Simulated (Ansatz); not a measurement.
A geometry of Nb away from equilibrium: step 2 of the relaxation of a relaxed Nb cell displaced along its unstable phonon at q = Γ (165i cm⁻¹), largest move 0.15 Å. All values below come from r2SCAN (plane waves to 500 eV, PAW, scalar-relativistic; Ansatz, a quantum-chemistry and plane-wave program). Γ-centred k-mesh 8×8×12 on the run's cell (coarser than for final values), Fermi–Dirac smearing 0.05 eV.

```
CELL_PARAMETERS angstrom
      4.84461     0.00000     0.00000
     -2.42231     4.19556     0.00000
      0.00000     0.00000     2.67933
ATOMIC_POSITIONS crystal
  Nb 0.00000 0.00000 0.00000
  Nb 0.33333 0.66667 0.62960
  Nb 0.66667 0.33333 0.37040
```

**Question.** Predict the force on each atom, in eV/Å.

**Answer.** 
```
atom    Fx    Fy     Fz
----  ----  ----  -----
Nb1   0.00  0.00   0.00
Nb2   0.00  0.00   0.42
Nb3   0.00  0.00  -0.42
```

**Question.** What is the pressure?

**Answer.** -0.3 GPa, compression positive.

**Question.** How far above the relaxed end point is this geometry?

**Answer.** 0.02 eV/atom; the path ends in Im-3m (No. 229) (bcc (W type)).

No spin polarisation in the result.

The run could not lose the symmetry of its start.

Of the parent cell (P6/mmm (No. 191)): it is a generated cell of Nb: the first start was made by placing the elements on the sites of a structure type, and the end was not matched to a known phase here, so it may be hypothetical. Known forms of Nb include space group No. 229.
